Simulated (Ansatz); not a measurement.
**What DFT gives for Yb2CdS4**

```yaml
crystal:
  lattice:
    - [0.00000, 5.62032, 5.62032]
    - [5.62032, 0.00000, 5.62032]
    - [5.62032, 5.62032, 0.00000]
  atoms:
    - { symbol: S, position: [0.37700, 0.37700, 0.37700] }
    - { symbol: S, position: [0.38100, 0.87300, 0.87300] }
    - { symbol: S, position: [0.37700, 0.37700, 0.86900] }
    - { symbol: S, position: [0.87300, 0.38100, 0.87300] }
    - { symbol: S, position: [0.86900, 0.37700, 0.37700] }
    - { symbol: S, position: [0.87300, 0.87300, 0.87300] }
    - { symbol: S, position: [0.37700, 0.86900, 0.37700] }
    - { symbol: S, position: [0.87300, 0.87300, 0.38100] }
    - { symbol: Yb, position: [0.62500, 0.62500, 0.62500] }
    - { symbol: Yb, position: [0.12500, 0.62500, 0.62500] }
    - { symbol: Yb, position: [0.62500, 0.62500, 0.12500] }
    - { symbol: Yb, position: [0.62500, 0.12500, 0.62500] }
    - { symbol: Cd, position: [0.00000, 0.00000, 0.00000] }
    - { symbol: Cd, position: [0.25000, 0.25000, 0.25000] }
```

The numbers come from plane-wave PAW DFT (Ansatz): r2SCAN, no spin polarisation, 500 eV, 4×4×4 Γ-centred k points, fermi-dirac occupations (width 0.1 eV). Nothing was relaxed.

**Forces.** The largest is on S5 (and as large on other atoms): 1.29 eV/Å, components (0.74, -0.74, -0.74). It makes 180° with the line to a nearest neighbour, Cd14 at 2.47 Å, pointing away from it.
**Charges.** Bader charges in e: Yb +1.80, Cd +1.00, S -1.15. In the mean Yb gives up most and S takes most.
**Formation energy.** -1.58 eV an atom against the elements' usual phases (free molecules for gases, crystals otherwise, with no correction for O₂ or N₂), so it is bound against them; other compounds may still compete. Relaxing would lower it.
**At the Fermi level.** It is a metal, with about 18 states/eV a cell as the mean within 0.25 eV of the Fermi level, mostly Yb f (57 %) and S p (39 %).
**Contacts.** S–Cd at 2.47 Å: least valence density 0.45 e/Å³ and ELF 0.21 there. S–Yb at 2.79 Å: least valence density 0.26 e/Å³ and ELF 0.17 there. Both are smooth PAW fields, read partly inside the augmentation spheres.

Origin: a database entry at a rescaled volume. Caveats: no spin polarisation, so a magnetic state may lie lower; f levels without a U or exact exchange are poorly placed.
